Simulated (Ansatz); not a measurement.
Space group I4/mmm (No. 139). a = 4.186 Å, b = 4.186 Å, c = 8.949 Å, α = 90.00°, β = 90.00°, γ = 90.00°
```json
{"atom": "Ga", "site": "4d", "symmetry": "-4m2", "x": "0.0000", "y": "0.5000", "z": "0.2500"}
{"atom": "Ga", "site": "2b", "symmetry": "4/mmm", "x": "0.5000", "y": "0.5000", "z": "0.0000"}
{"atom": "Sb", "site": "2a", "symmetry": "4/mmm", "x": "0.0000", "y": "0.0000", "z": "0.0000"}
```

Equation of state of this Ga$_{3}$Sb structure (not necessarily the ground state), with shape and atoms relaxed at each volume where symmetry leaves them free. It has no gap at any of these volumes. Theory: DFT PBEsol+D3(BJ), scalar-relativistic, plane waves, PAW in Ansatz.

Settings: cutoff 420 eV, Γ-centred mesh 14×14×14 on the computed 4-atom cell, Gaussian smearing of 0.10 eV; no spin polarisation.

| V (Å³/atom) | E − E(largest V) (meV/atom) | P (GPa) |
| --- | --- | --- |
| 17.247 | 45.55 | 11.19 |
| 17.835 | 11.20 | 7.63 |
| 18.423 | -11.14 | 4.64 |
| 19.011 | -23.37 | 2.12 |
| 19.599 | -27.09 | 0.01 |
| 20.187 | -23.72 | -1.76 |
| 20.775 | -14.43 | -3.24 |
| 21.559 | 0.00 | -4.70 |

Q: Does one Birch–Murnaghan curve describe these points?

A: Not well: the fit leaves 0.59 meV/atom rms, which suggests a change of structure or state along the series.

Spin-orbit coupling is left out, which matters for the bands of heavy elements.

Cost: 8 runs of about 7.5 core-minutes in all, on Intel Xeon 6975P-C (Granite Rapids) (shared hosts).